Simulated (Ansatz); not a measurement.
HfTe (CsCl type, space group No. 221) at seven volumes, r²SCAN (plane waves, PAW; program Ansatz), scaled uniformly. One row is withheld.

| V (Å³/atom) | P (GPa) |
|---|---|
| 20.033 | ? |
| 20.693 | 8.07 |
| 21.354 | 3.71 |
| 22.014 | 0.00 |
| 22.675 | -3.16 |
| 23.335 | -5.83 |
| 23.996 | -8.10 |

Problem. Fit the shown pressures and predict the withheld one.

Solution. Third-order Birch–Murnaghan: P = (3/2)B₀(x^(7/2) − x^(5/2))[1 + (3/4)(B′ − 4)(x − 1)] with x = (V₀/V)^(2/3). Least squares on the six rows gives V₀ = 22.014 Å³/atom, B₀ = 113.7 GPa, B′ = 4.44. At V = 20.033, x = 1.0649 and P = 13.23 GPa. The run itself gave 13.20 GPa.

Space group Pm-3m (CsCl type). The cell is a constructed one: a structure type filled with these elements; neither database checked (COD, Materials Project) lists it. Whether it is the stable phase at ambient conditions was not checked. Symmetry was held in the r²SCAN relaxation; its stability against distortions is not shown here. The run is not spin-polarised. Spin–orbit coupling is left out wherever it is not named.

Potentials: the earlier of the program's two PAW sets.
